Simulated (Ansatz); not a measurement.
Elastic constants of TiHg: input and output

These are results of DFT LDA, scalar-relativistic, plane waves, PAW (Ansatz 0.2.0), not measurements.

Launched with:
```bash
ansatz run input.yaml --threads 1 --pin off --max-ram 3072MiB --backend cpu --events-out ev --progress --plain --runs-dir out
```

Input (bare energies are in eV):
```yaml
crystal:
  lattice:
    - [2.9424203804, 0.0, 0.0]
    - [0.0, 2.9424203804, 0.0]
    - [0.0, 0.0, 4.0033985507]
  atoms:
    - { symbol: Ti, position: [0.5, 0.5, 0.5] }
    - { symbol: Hg, position: [0.0, 0.0, 0.0] }
basis:
  ecutwfc: 420
kpoints:
  mp_grid: { grid: [14, 14, 10] }
hamiltonian:
  xc: lda
scf:
  occupations: { method: fermi_dirac, width: 0.15 }
output:
  forces: true
  stress: true
  eigenvalues: true
elastic:
  mode: relaxed_ion
  amplitude: 0.005
```

From the output:
```
--- Elastic constants: 4 strain directions × 4 members + reference (group order 16) ---
  dense FFT box of the reference and of every strained cell: 20×20×30
  strains applied: 11, 33, 23, 12; error gains: componentwise 1.00 (the most a stress slope's error grows in a printed constant), spectral 1.41 (1 for all six strains in a standard setting)
  C = ∂σ_k/∂η_j (tension-positive GPa; Voigt order 11 22 33 23 13 12):
       181.097     99.382    117.989      0.000      0.000     -0.000
        99.382    181.097    117.989      0.000      0.000     -0.000
       117.993    117.993    182.135      0.000      0.000     -0.000
         0.000      0.000      0.000     92.519      0.000      0.000
         0.000      0.000      0.000      0.000     92.519      0.000
        -0.000     -0.000      0.000      0.000      0.000     39.227
  reference stress σ⁰ (GPa):     -0.005     -0.005      0.005     -0.000     -0.000     -0.000
  C* (energy form; C + prestress term) asymmetry max|C*_kj − C*_jk| = 1.282e-2 GPa — a small one proves nothing (zero by symmetry where the batch's group is 432, −43m or m−3m); a large one is finite-difference/SCF noise where every solve ...
  moduli (Voigt/Reuss/Hill, GPa): K = 135.01/134.51/134.76   G = 58.78/46.98/52.88   E = 140.29   ν = 0.326
  mechanically stable: yes (min eigenvalue of sym C = 39.23 GPa)
  strain η (Voigt 11):  stress-route row diagonal C_11 = 181.10 GPa, energy-path curvature d²(F+E_count+ΔE)/dδ²/Ω₀ = 181.12 GPa
    cells at ±δ against ±2δ: C11 181.15 and 181.33 GPa, apart by 0.10 % of the column's largest entry
         δ    σ_11 (GPa) F (eV) n_scf n_hpsi n_pw
    -1.000e-2      -1.8972      -15973.1800610      11  163427    686   relax 0 steps, max|allowed force component| 6.31e-30 eV/Å
    -5.000e-3      -0.9300      -15973.1815871       5  117066    688   relax 0 steps, max|allowed force component| 6.31e-30 eV/Å
     5.000e-3       0.8815      -15973.1816093       5  116603    696   relax 0 steps, max|allowed force component| 4.93e-32 eV/Å
     1.000e-2       1.7294      -15973.1801937       9  132674    700   relax 0 steps, max|allowed force component| 2.45e-29 eV/Å
  strain η (Voigt 33):  stress-route row diagonal C_33 = 182.13 GPa, energy-path curvature d²(F+E_count+ΔE)/dδ²/Ω₀ = 182.16 GPa
    cells at ±δ against ±2δ: C13 118.02 and 118.12 GPa, apart by 0.05 % of the column's largest entry
         δ    σ_33 (GPa) F (eV) n_scf n_hpsi n_pw
    -1.000e-2      -1.8655      -15973.1800969      11   99133    688   relax 0 steps, max|allowed force component| 2.30e-29 eV/Å
    -5.000e-3      -0.9182      -15973.1815958       6   79544    688   relax 0 steps, max|allowed force component| 2.55e-29 eV/Å
     5.000e-3       0.9032      -15973.1815922       6   79916    696   relax 0 steps, max|allowed force component| 1.02e-29 eV/Å
     1.000e-2       1.7777      -15973.1801421       8   75950    696   relax 0 steps, max|allowed force component| 3.45e-30 eV/Å
  strain η (Voigt 23):  stress-route row diagonal C_44 = 92.52 GPa, energy-path curvature d²(F+E_count+ΔE)/dδ²/Ω₀ = 92.53 GPa
    cells at ±δ against ±2δ: C44 92.52 and 92.52 GPa, apart by 0.00 % of the column's largest entry
         δ    σ_23 (GPa) F (eV) n_scf n_hpsi n_pw
    -1.000e-2      -0.9252      -15973.1810876       8  213688    690   relax 0 steps, max|allowed force component| 7.85e-29 eV/Å
    -5.000e-3      -0.4626      -15973.1818381       4  160059    690   relax 0 steps, max|allowed force component| 0.00e0 eV/Å
     5.000e-3       0.4626      -15973.1818381       4  157863    690   relax 0 steps, max|allowed force component| 0.00e0 eV/Å
     1.000e-2       0.9252      -15973.1810876       8  192595    690   relax 0 steps, max|allowed force component| 1.32e-29 eV/Å
  strain η (Voigt 12):  stress-route row diagonal C_66 = 39.23 GPa, energy-path curvature d²(F+E_count+ΔE)/dδ²/Ω₀ = 39.28 GPa
    cells at ±δ against ±2δ: C66 39.24 and 39.27 GPa, apart by 0.08 % of the column's largest entry
         δ    σ_12 (GPa) F (eV) n_scf n_hpsi n_pw
    -1.000e-2      -0.3927      -15973.1816620       9  128263    689   relax 0 steps, max|allowed force component| 1.30e-29 eV/Å
    -5.000e-3      -0.1962      -15973.1819804       3   88950    690   relax 0 steps, max|allowed force component| 1.42e-29 eV/Å
     5.000e-3       0.1962      -15973.1819804       3   88012    690   relax 0 steps, max|allowed force component| 2.20e-29 eV/Å
     1.000e-2       0.3927      -15973.1816620       8  116483    689   relax 0 steps, max|allowed force component| 1.04e-28 eV/Å
```

Time: 3.6 min on 1 thread of Arm Neoverse V2, with other jobs on the host, peak memory 0.63 GiB.

In a metal, frequencies and elastic constants depend on the k mesh and the smearing, soft modes and shear constants most. Spin–orbit coupling is left out, which can shift energies with elements as heavy as these.